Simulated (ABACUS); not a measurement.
Band structure of InAs (F-43m, 2 atoms in the cell; from Materials Project mp-20305).

```yaml
crystal:
  lattice:
    - [0.00000, 3.05356, 3.05356]
    - [3.05356, 0.00000, 3.05356]
    - [3.05356, 3.05356, 0.00000]
  atoms:
    - { symbol: In, position: [0.75000, 0.75000, 0.75000] }
    - { symbol: As, position: [0.00000, 0.00000, 0.00000] }
```

Method: PBE, PseudoDojo 0.5 standard norm-conserving PBE (tails mended) pseudopotentials (plane waves; ABACUS 3.10.1).

Settings: KPT = Gamma 6 6 6 0 0 0; basis_type = pw; ecutwfc = 84 Ry; smearing_method = fd; smearing_sigma = 0.00734986 Ry; potentials = PseudoDojo 0.5 standard norm-conserving PBE (tails mended); symmetry = 1; symmetry_prec = 1e-05; ks_solver = dav_subspace; scf_nmax = 100; scf_thr = 1.0e-09 Ry; mixing_type = broyden; mixing_beta = 0.7.

The structure comes from a collection of computed structures, made at another level of theory; the collection holds predicted forms beside known ones. No clean gap shows at this smearing width and mesh (spacing up to 0.30 Å⁻¹); the mesh is coarse for partly filled bands, so the values carry mesh errors. Semi-local functionals can close small gaps.

Points are given in units of this cell's reciprocal vectors. Levels in eV from the Fermi level, bands 11 to 18:
```
point                     11     12     13     14     15    16    17    18
--------------------  ------  -----  -----  -----  -----  ----  ----  ----
Γ (0 0 0)             -11.80  -0.47  -0.12  -0.12  -0.12  3.78  3.78  3.78
X (0.5 0 0.5)          -9.91  -5.83  -2.34  -2.34   1.48  1.94  8.90  8.95
W (0.5 0.25 0.75)      -9.87  -5.70  -2.95  -2.86   3.97  4.17  4.80  5.96
K (0.375 0.375 0.75)   -9.93  -5.70  -3.25  -1.98   2.00  4.09  7.07  7.20
L (0.5 0.5 0.5)       -10.42  -5.73  -1.06  -1.06   0.77  4.55  4.55  6.72
U (0.625 0.25 0.625)   -9.93  -5.70  -3.25  -1.98   2.00  4.09  7.07  7.20
```

1 band crosses the Fermi level along this path, so the cell has no gap at this level.

“Tails mended”: in these copies of the files the far tail of each local potential was reset to the Coulomb form.
